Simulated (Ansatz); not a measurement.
Starting cell, La (dhcp type, space group P6_3/mmc):

```
La
1.0
    3.78465     0.00000     0.00000
   -1.89233     3.27761     0.00000
    0.00000     0.00000    12.02942
La
4
Direct
  0.00000   0.00000   0.00000
  0.00000   0.00000   0.50000
  0.33333   0.66667   0.25000
  0.66667   0.33333   0.75000
```

In this cell atom 3 (La, nearest neighbour La at 3.717 Å; its periodic images, 3.8 Å or more away, move with it) is moved by s towards the nearest neighbour, unit vector (-0.509, 0.294, -0.809); all other atoms and the cell stay fixed.

Level of theory: r2SCAN (plane waves to 500 eV, PAW, scalar-relativistic; Ansatz, an electronic-structure program). k mesh 11×11×3 (Γ-centred), Fermi-Dirac smearing 0.05 eV. Left out: 1 of 11 points, with atoms too close for the PAW data. With partly filled bands, energies and forces of such displacements shift with the k mesh and the smearing. F∥ is the force on the atom along that direction. La is run without spin polarisation. La was relaxed with its symmetry unable to fall. The PAW data are Ansatz's earlier set. 

```csv
s (Å),F∥ (eV/Å)
-0.740,0.999
-0.592,0.826
-0.444,0.602
-0.296,0.377
-0.148,0.181
0.000,0.000
0.148,-0.180
0.296,-0.373
0.444,-0.595
0.592,-0.845
```

Problem. What is the force constant k = d²E/ds² of this move at s = 0?

Solution. 1.20 eV/Å². The forces along the line at the two nearest points give (0.181 − (-0.180)) / (2·0.148) = 1.22 eV/Å²; the next pair corrects for the finite step.

(For displaced atoms, the force is minus the slope of the energy, and its curvature is a force constant, which sets phonon frequencies.)
